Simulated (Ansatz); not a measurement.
Relaxation of a generated cell, Ti built in the hcp structure type; 2 atoms in the cell, which starts as P6₃/mmc (No. 194), hP2; a = 2.9500 Å, b = 2.9500 Å, c = 4.6846 Å, α = 90.00°, β = 90.00°, γ = 120.00°. The numbers are results of PBEsol (plane waves to 420 eV, PAW, scalar-relativistic; Ansatz, a first-principles code), not measurements. Γ-centred k-mesh 13×13×7 on the run's cell (coarser than for final values), Fermi–Dirac smearing 0.05 eV. This is the first round of the run. 

The optimiser's lines from the output (shortened; P is positive under compression):

```
relax step   1: F+E_penalty+E_count = -4947.77230835 eV  Δ(F+E_penalty+E_count) = +0.000e0 eV  max|allowed force component| = 3.238e-16 eV/Å  Δτ_max = 0.0000 Å  P = -5.878 GPa  Ω = 35.306 Å³  (6 SCF iters, dr2 threshold 1.00e-7 eV, accepted)
relax step   2: F+E_penalty+E_count = -4947.74642714 eV  Δ(F+E_penalty+E_count) = +2.588e-2 eV  max|allowed force component| = 1.480e-16 eV/Å  Δτ_max = 0.0000 Å  P = +9.345 GPa  Ω = 31.198 Å³  (6 SCF iters, dr2 threshold 2.00e-7 eV, rejected (line search))
relax step   3: F+E_penalty+E_count = -4947.80795379 eV  Δ(F+E_penalty+E_count) = -3.565e-2 eV  max|allowed force component| = 1.203e-16 eV/Å  Δτ_max = 0.0000 Å  P = -0.558 GPa  Ω = 33.600 Å³  (7 SCF iters, accepted)
relax step   4: F+E_penalty+E_count = -4947.80826991 eV  Δ(F+E_penalty+E_count) = -3.161e-4 eV  max|allowed force component| = 5.551e-16 eV/Å  Δτ_max = 0.0000 Å  P = +0.042 GPa  Ω = 33.431 Å³  (6 SCF iters, dr2 threshold 2.00e-7 eV, accepted)
relax step   5: F+E_penalty+E_count = -4947.80827184 eV  Δ(F+E_penalty+E_count) = -1.928e-6 eV  max|allowed force component| = 7.401e-17 eV/Å  Δτ_max = 0.0000 Å  P = +0.003 GPa  Ω = 33.442 Å³  (6 SCF iters, dr2 threshold 1.01e-8 eV, accepted)
relax step   6: F+E_penalty+E_count = -4947.80791016 eV  Δ(F+E_penalty+E_count) = +3.617e-4 eV  max|allowed force component| = 1.018e-16 eV/Å  Δτ_max = 0.0000 Å  P = +0.017 GPa  Ω = 33.442 Å³  stress off target by 2.66e-2 GPa  SCF on the basis re-selected at this cell (its energy is not comparable with the rows above)  (6 SCF iters)
relax step   7: F+E_penalty+E_count = -4947.80791005 eV  Δ(F+E_penalty+E_count) = +1.086e-7 eV  max|allowed force component| = 4.441e-16 eV/Å  Δτ_max = 0.0000 Å  P = +0.000 GPa  Ω = 33.447 Å³  (7 SCF iters, accepted)
relax step   8: F+E_penalty+E_count = -4947.80791154 eV  Δ(F+E_penalty+E_count) = -1.496e-6 eV  max|allowed force component| = 4.441e-16 eV/Å  Δτ_max = 0.0000 Å  P = +0.000 GPa  Ω = 33.447 Å³  stress off target by 2.75e-4 GPa  SCF on the basis re-selected at this cell (its energy is not comparable with the rows above)  (8 SCF iters)
```

From the first to the last row the energy changes by -0.02 eV/atom and the volume by -5.3 %. The last row is marked as not comparable with the walk above it, whose basis was carried along; it does compare with step 1, since both stand on a basis selected at the nominal cutoff for their own cell.

Step 2 was rejected by the optimiser.

Later rounds, restarted from the end of this one on a renewed k-mesh, logged 3 more steps and released under 0.01 eV/atom more. The final structure after all rounds: P6₃/mmc (No. 194), hP2, hcp (Mg type); a = b = 2.9004 Å, c = 4.5902 Å, α = β = 90.00°, γ = 120.00°. Between re-selections the logged energies stand on a plane-wave basis carried along with the cell. No spin polarisation in the result.

The run could not lose the symmetry of its start; a randomly shaken copy of 2 atoms returns to this structure.

All atoms sit on sites fixed by symmetry, so only the cell could relax.
